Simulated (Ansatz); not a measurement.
**Ansatz run, Si2PdRu**

Input file of Ansatz 0.2.0:

```yaml
crystal:
  lattice:
    - [3.9599024, 0.0, 0.0]
    - [1.9799512, -7.71940784, 0.0]
    - [0.0, 0.0, -3.91372775]
  atoms:
    - { symbol: Ru, position: [0.107, 0.786, 0.75] }
    - { symbol: Ru, position: [0.893, 0.214, 0.25] }
    - { symbol: Pd, position: [0.316, 0.368, 0.75] }
    - { symbol: Pd, position: [0.684, 0.632, 0.25] }
    - { symbol: Si, position: [0.749, 0.502, 0.75] }
    - { symbol: Si, position: [0.251, 0.498, 0.25] }
    - { symbol: Si, position: [0.457, 0.086, 0.75] }
    - { symbol: Si, position: [0.543, 0.914, 0.25] }
  symmetry: { tolerance: 0.0003 }
kpoints:
  mp_grid: { grid: [7, 7, 7], shift: [0, 0, 0] }
  band_path:
    path:
      - [0.0, 0.0, 0.0]
      - [0.0, -0.5, 0.0]
      - [0.46710643, -0.26644678, 0.0]
      - [0.53289357, 0.26644678, 0.0]
      - [0.0, 0.0, 0.0]
      - [0.0, 0.0, -0.5]
      - [0.53289357, 0.26644678, -0.5]
      - [0.46710643, -0.26644678, -0.5]
      - [0.0, -0.5, -0.5]
      - [0.0, -0.5, 0.0]
      - [0.0, 0.0, 0.0]
    npoints: 6
magnetization:
  spin_polarized: false
scf:
  occupations: { method: fermi_dirac }
  lower_state_search: "off"
  max_iter: 200
hamiltonian:
  pseudopotentials: { kind: paw }
  xc: r2scan
basis:
  ecutwfc: 500
  fft_grid_basis: typed
output:
  forces: true
  stress: true
  eigenvalues: true
  bader: true
  populations: true
  elf: true
  write_potential: true
  volumetric_format: npy
  dos:
    e_range: [-12, 8]
    de: 0.05
    projected: { site_lists: { Pd: [Pd], Ru: [Ru], Si: [Si] } }
checkpoint:
  read: saved_state
```

The run starts from an earlier solution of this cell. 

Parts of the output:

```
SCF iter   1: F=-28304.6441 eV  Δρ=2.27e-3  dr2=3.27e-3  dr2_τ=8.93e-3
SCF iter   2: F=-28304.6478 eV  Δρ=1.21e-3  dr2=5.22e-4  dr2_τ=3.05e-4
SCF iter   3: F=-28304.6480 eV  Δρ=6.08e-4  dr2=2.52e-4  dr2_τ=6.40e-5
SCF iter   4: F=-28304.6482 eV  Δρ=9.58e-5  dr2=1.99e-5  dr2_τ=1.67e-6
SCF iter   5: F=-28304.6482 eV  Δρ=5.97e-5  dr2=5.78e-6  dr2_τ=5.09e-7
SCF iter   6: F=-28304.6482 eV  Δρ=1.20e-5  dr2=2.00e-7  dr2_τ=8.32e-9
SCF iter   7: F=-28304.6482 eV  Δρ=3.23e-6  dr2=1.33e-8  dr2_τ=1.23e-9
Free energy (F): -28304.6482 eV
Harris-Foulkes:  -28304.6482 eV  (|F-HF|=4.39e-9)
Internal energy: -28304.4754 eV  (E = F + TS)
E sigma→0 (E₀):  -28304.5618 eV
Entropy (-TS):   -0.1728 eV (-21.600 meV/atom)
Fermi energy:    15.7291 eV
--- Per-component energies (eV) ---
  E_band       = -781.6992
  E_kinetic    = 2246.3301
  E_local      = -9653.1065  (includes V_loc(G=0)·N_el)
  E_nonlocal   = 1222.5283
  E_hartree    = 3849.2512
  E_xc         = -900.9787
  E_vxc        = -1209.5714  (∫ρ·V_xc dr)
  E_paw        = -16583.5859  (= ΣΔE_a)
  E_vpaw       = -1168.4741  (= ΣTr[D̂ρ^β])
  E_aug_tail   = 0.0004  (compensation charges beyond the density's cutoff)
  E_vtau       = 82.0992  (kinetic-family band-sum trace: ∫τ·v_τ [+ j·A + Jᵃ·Aᵃ] dr)
  E_ewald      = -8483.0826
  E_core_change = -1.8318  (= ΣΔE_core)
  E_smearing   = -0.1728  (= −TS)
--- Forces (eV/Å), atoms counted from 1 ---
  atom   1  Ru     0.0000     0.6329     0.0000
  atom   2  Ru     0.0000    -0.6329     0.0000
  atom   3  Pd     0.0000     2.8800     0.0000
  atom   4  Pd     0.0000    -2.8800     0.0000
  atom   5  Si     0.0000     0.5284     0.0000
  atom   6  Si     0.0000    -0.5284     0.0000
  atom   7  Si     0.0000     2.6422     0.0000
  atom   8  Si     0.0000    -2.6422     0.0000
--- Stress (GPa, compression-positive) ---
        5.4623       0.0000       0.0000
        0.0000      12.8562       0.0000
        0.0000       0.0000      12.9357
  P = ⅓ Tr σ = 10.4181 GPa (104.181 kbar)
--- Löwdin populations: 8 sites ---
  site symbol       q [e]
     0     Ru     15.9566
     1     Ru     15.9566
     2     Pd     17.1887
     3     Pd     17.1887
     4     Si      4.2646
     5     Si      4.2646
     6     Si      4.2009
     7     Si      4.2009
  spilling = 0.0093 (of n_electrons = 84.0000)
--- Bader charges: 8 sites ---
  site symbol  charge [e]  shift [e]
     0     Ru      0.1009     0.0000
     1     Ru      0.1008     0.0000
     2     Pd     -2.1621     0.0371
     3     Pd     -2.1622     0.0371
     4     Si      1.6978     0.0286
     5     Si      1.6977     0.0286
     6     Si      0.3635     0.0086
     7     Si      0.3635     0.0086
```

Absolute energies hang on the potentials; compare differences alone.

Origin: a known structure type with other elements, at an estimated volume, so it need not be a known compound. Caveats: atoms or cell far from equilibrium.
